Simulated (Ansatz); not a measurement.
Single point in Ansatz 0.2.0 with PBE0, no spin polarisation. Cutoff 420 eV, PAW datasets, 3×3×3 Γ-centred k mesh, cold filling (width 0.0697 eV).

Computed maps in the lattice plane spanned by a (left to right, 4.27 Å, 13 points from zero) and b (bottom to top, 4.27 Å, 13 points from zero), 90° apart, at height 0.000 along c. The fields are smooth PAW ones with compensation charges, not the true ones near nuclei.

Valence density. Digits on a logarithmic scale: 0 up to 0.03 e/Å³, each further digit a factor of 1.6, 9 from 1.3 e/Å³ up:
```
3344799997443
3445689986544
4455555555554
8765444444567
9985443344589
9995433334599
9995433334599
9985443344589
8765444444567
4455555555554
3445689986544
3344799997443
3334899998433
```

ELF. Ten even steps from '0' (0.05) to '9' (0.74):
```
2221495594122
1245487784542
0157520025751
3445641146544
7982455554289
0570157751075
0570157751075
7982455554289
3445641146544
0157520025751
1245487784542
2221495594122
2210370073012
```

Q: The cell is TiAlI. Which atoms lie within 0.2 Å of this plane, and where (fractions of a and b)?

A: Ti at (0.50, 0.00), Ti at (0.00, 0.50). The whole cell:
```
Al Ti I
1.0
     0.00000    4.27201    0.00000
     4.27201    0.00000    0.00000
     2.13601    2.13601   -8.33610
Al Ti I
2 2 2
Direct
  0.32097 0.32097 0.35806
  0.67903 0.67903 0.64194
  0.50000 0.00000 0.00000
  0.00000 0.50000 0.00000
  0.13029 0.13029 0.73942
  0.86971 0.86971 0.26058
```

Origin: a known structure type with other elements, at an estimated volume, so it need not be a known compound. Caveats: hybrid functional on a coarse k mesh; atoms or cell far from equilibrium.
